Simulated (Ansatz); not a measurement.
Given:

BePt:
```cif
data_BePt
_chemical_formula_sum 'Be1 Pt1'
_space_group_name_H-M_alt 'P 1'
_space_group_IT_number 1
_cell_length_a 2.79647
_cell_length_b 2.79647
_cell_length_c 2.95529
_cell_angle_alpha 90.000
_cell_angle_beta 90.000
_cell_angle_gamma 90.000
loop_
_space_group_symop_operation_xyz
  'x, y, z'
loop_
_atom_site_label
_atom_site_type_symbol
_atom_site_fract_x
_atom_site_fract_y
_atom_site_fract_z
_atom_site_occupancy
Be1 Be 0.50000 0.50000 0.50000 1
Pt1 Pt 0.00000 0.00000 0.00000 1
```

This is the PBE-relaxed structure.

### Question
All from PBE (plane waves, PAW; program Ansatz), unless another level is named. Estimate the density of states at the Fermi level.

### Answer
0.21 states/eV per atom (mean over ±0.08 eV).

### Question
And the formation energy from the elements (no fitted shifts)?

### Answer
-0.74 eV/atom.

### Question
What about the gap with spin–orbit coupling?

### Answer
none (metallic).

Space group P4/mmm (L1₀ or tetragonal B2). A made-up cell: these elements were put on the sites of a structure type; neither database checked (COD, Materials Project) lists it. Its standing as an ambient phase is unchecked. The cell was relaxed with PBE under the symmetry of its start; whether a distortion lowers the energy is not shown. The run is not spin-polarised. The references are the lowest solids computed at this level, not always the standard phases. Spin–orbit coupling is left out wherever it is not named.

Potentials: the earlier of the program's two PAW sets.
